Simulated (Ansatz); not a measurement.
Input file for Ansatz (a quantum-chemistry and plane-wave program):

Ansatz 0.2 input:
```yaml
crystal:
  lattice:
    - [4.0592229382, 0.0, 0.0]
    - [0.0, 4.0592229382, 0.0]
    - [0.0, 0.0, 5.2353358362]
  atoms:
    - { symbol: N, position: [0.9047985735, 0.9047985735, 0.0] }
    - { symbol: N, position: [0.0952014265, 0.0952014265, 0.0] }
    - { symbol: N, position: [0.5952014265, 0.4047985735, 0.5] }
    - { symbol: N, position: [0.4047985735, 0.5952014265, 0.5] }
kpoints:
  mp_grid: { grid: [7, 7, 6] }
hamiltonian:
  xc: r2scan
  dispersion: d4
  pseudopotentials: { kind: paw }
scf:
  occupations: { method: fixed }
checkpoint: { read: static.run }
output: { bader: true, populations: true }
```

Output (shortened):

```
Pseudopotential: N, paw, valence charge 5
Functional definition: r2SCAN
Crystal: 4 atoms, lattice volume = 86.264 Å³
Basis set: ecut = 500 eV, 2203 PW (Γ), exchange–correlation on 120×120×160 points (64 copies of the dense FFT grid, shifted against one another)
Bands: 14, of which v1, the nominal top of the filled ones, is band 10 counted from 1 (9 counted from 0)
Symmetry: 16 space group operations
Space group: P42/mnm (ITA 136), of the structure as read, at distance tolerance 4.4e-5 Å
k-points: 40 of 294
Stability of the state it starts from, as read at its close in the unpolarized treatment …
iter 1 solved again at ethr=2.75e-8 eV; its pass at ethr=3.10e-3 eV (dr2=5.51e-6 eV) is discarded
SCF iter   1: F=—  HF=-1539.405606 eV  |F-HF|=—  |Δ(HF+E_count)|=         —  Δρ=3.89e-7  dr2=7.55e-11  dr2_τ=2.63e-11  ethr=2.75e-8  ⟨swp⟩=3.0  Hψ=4391  notcnv=0
preconditioner: auto → none
SCF iter   2: F=-1539.405606 eV  HF=-1539.405606 eV  |F-HF|=1.98e-11  |Δ(HF+E_count)|=   3.65e-9  Δρ=3.18e-7  dr2=4.04e-11  dr2_τ=4.46e-11  ethr=1.00e-12  ⟨swp⟩=6.0  Hψ=2508  notcnv=0
SCF 1 converged in 2 iterations: F = -1539.405606 eV  dr2 = 4.04e-11
SCF converged after 2 iterations
Free energy (F): -1539.405606 eV
Harris-Foulkes:  -1539.405606 eV  (|F-HF|=1.98e-11)
Internal energy: -1539.405606 eV  (E = F + TS)
E sigma→0 (E₀):  -1539.405606 eV
Fermi energy:    -5.909943 eV
--- Per-component energies (eV) ---
  E_band       = -223.615310
  E_kinetic    = 502.942142
  E_local      = -1468.477141  (includes V_loc(G=0)·N_el)
  E_nonlocal   = 190.435158
  E_hartree    = 467.281224
  E_xc         = -227.430861
  E_vxc        = -326.849291  (∫ρ·V_xc dr)
  E_paw        = -515.959768  (= ΣΔE_a)
  E_vpaw       = -79.001826  (= ΣTr[D̂ρ^β])
  E_aug_tail   = 0.000071  (compensation charges beyond the density's cutoff)
  E_vtau       = 22.773264  (kinetic-family band-sum trace: ∫τ·v_τ [+ j·A + Jᵃ·Aᵃ] dr)
  E_ewald      = -487.977078
  E_disp       = -0.101095  (pairwise vdW)
  E_core_change = -0.118258  (= ΣΔE_core)
  E_smearing   =  0.000000  (= −TS)
  E_closure    = 0.000000  (closes the sum)
  Σ components = -1539.405606   (vs F -1539.405606, Δ=0.00e0)
  [band-id]    e_kinetic+e_local+e_nonlocal+2·e_hartree+e_vxc+e_vpaw+e_augmentation_tail+e_vtau = -223.615175   (vs E_band -223.615310, Δ=1.35e-4)
--- Band table (eV; the first three rows and the last of 40) ---
  k-point 0: bands = ["-25.1780", "-25.1046", "-9.4987", "-9.4987", "-7.8365", "-7.2313", "-7.2313", "-7.1183", "-6.9152", "-6.0809", "1.7793", "2.7839", "3.1440", "3.1440"]
  k-point 1: bands = ["-25.1730", "-25.1095", "-9.4962", "-9.4962", "-7.8231", "-7.2985", "-7.2351", "-7.2351", "-6.7267", "-6.1017", "1.8394", "2.7081", "3.1401", "3.1401"]
  k-point 2: bands = ["-25.1595", "-25.1229", "-9.4911", "-9.4911", "-7.7747", "-7.5136", "-7.2427", "-7.2427", "-6.4895", "-6.1704", "2.0082", "2.5081", "3.1324", "3.1324"]
  k-point 39: bands = ["-25.1160", "-25.1160", "-9.8755", "-9.8660", "-7.6888", "-7.6317", "-7.4303", "-7.3935", "-5.9193", "-5.9099", "2.6972", "2.7024", "3.6580", "3.6839"]
--- Löwdin populations: 4 sites ---
  site symbol       q [e]
     0      N      4.9129
     1      N      4.9129
     2      N      4.9129
     3      N      4.9129
  spilling = 0.017424 (of n_electrons = 20.000000)
--- Bader charges: 4 sites ---
  site symbol  charge [e]  shift [e]
     0      N      0.0000     0.0000
     1      N      0.0000     0.0000
     2      N      0.0000     0.0000
     3      N      0.0000     0.0000
  shift: an alarm, by how much a part of what the PAW files miss would move the charge. Where it is large, compare
  with a run on PAW files of another source; a small one proves nothing
  estimated error of the sums over rays = 1.5e-5 e
```

Cost: about 50 core-seconds (a rough figure) on shared cores.

Space group P4_2/mnm. The first step of the workflow began from a Materials Project structure, measured or hypothetical; the Crystallography Open Database copy checked does not list it. It is not the usual solid phase (space group No. 205). The r²SCAN+D4 relaxation kept the symmetry of its start; phonons on a q-mesh show weakly imaginary modes. The substance is a gas or liquid at ambient conditions.

Potentials: the later of the program's two PAW sets.

Ansatz is a plane-wave DFT program.
